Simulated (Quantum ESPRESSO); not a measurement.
# Planted mistakes on one cell of MgAlGaS4

Calculated results; nothing here was measured. They come from pw.x of Quantum ESPRESSO 7.5, a plane-wave density functional program, with PseudoDojo standard norm-conserving files (v0.5 for PBE, v0.4.1 for LDA and PBEsol). The cells are made up: elements, strain and atom displacements were drawn at random, and nothing was relaxed. There is no spin polarisation, spin-orbit coupling or dispersion term.

The cell has 8 sites of a zincblende or diamond lattice. Sites 1 to 4 hold Mg Al Ga empty; sites 5 to 8 hold S S S S. Cell vectors in Å: (5.438, 0.019, -0.012); (0.019, 5.434, -0.029); (-0.012, -0.029, 5.543). Settings: PBE, cutoff 1143 eV, 4 x 4 x 4 k mesh shifted by half a step, Fermi-Dirac smearing of 0.025 eV.

The intended run has a self-consistency threshold of 1e-07 eV, a smearing term of 0.000 eV, a pressure of -1.03 GPa and 10 iterations. Each further run changes one thing: all lengths scaled by 0.9893; atoms of sites 2 and 3 exchanged; cutoff 605 eV; files of PBEsol; k mesh 2 x 2 x 2; one electron removed; smearing 0.66 eV; threshold 0.1 eV. A coarse mesh keeps the shift, and a charged cell sits in a uniform background.

| run | change of free energy (eV) | smearing term -TS (eV) | change of P (GPa) | largest change of a force component (eV/Å) | iterations |
| --- | --- | --- | --- | --- | --- |
| A | 0.107 | 0.000 | 0.20 | 0.037 | 10 |
| B | -0.002 | 0.000 | 1.97 | 0.296 | 10 |
| C | 4.424 | 0.000 | -1.91 | 0.118 | 10 |
| D | -3.451 | -0.019 | -9.07 | 0.290 | 13 |
| E | -0.501 | -1.878 | 1.52 | 0.227 | 10 |
| F | -0.064 | 0.000 | -0.02 | 0.434 | 11 |
| G | 25.521 | 0.000 | -119.36 | 0.039 | 10 |
| H | 0.003 | 0.000 | 0.57 | 0.095 | 4 |

A rerun of the intended cell at 1437 eV and k mesh 6 x 6 x 6 moved values by no more than 0.002 eV in the cell's energy, 0.02 GPa in stress and 0.002 eV/Å in force.

Question: which change belongs to which run?

## Worked reading

Run H has the fewest iterations, as a run stopped early does. Run E has the largest smearing term, as wide smearing gives. Run G has a higher energy and the largest fall in pressure, as too small a basis gives. Run B changes the volume by a factor of 0.9682; minus its pressure change over the logarithm of that factor, 61 GPa, is a rough bulk modulus with clamped atoms. Energies from files of another functional, or of a charged cell, have another zero and say nothing on stability; the pressure of a charged cell rests on the program's zero of potential too.

## Key

```
run                            change
  A                  k mesh 2 x 2 x 2
  B      all lengths scaled by 0.9893
  C                   files of PBEsol
  D              one electron removed
  E                  smearing 0.66 eV
  F  atoms of sites 2 and 3 exchanged
  G                     cutoff 605 eV
  H                  threshold 0.1 eV
```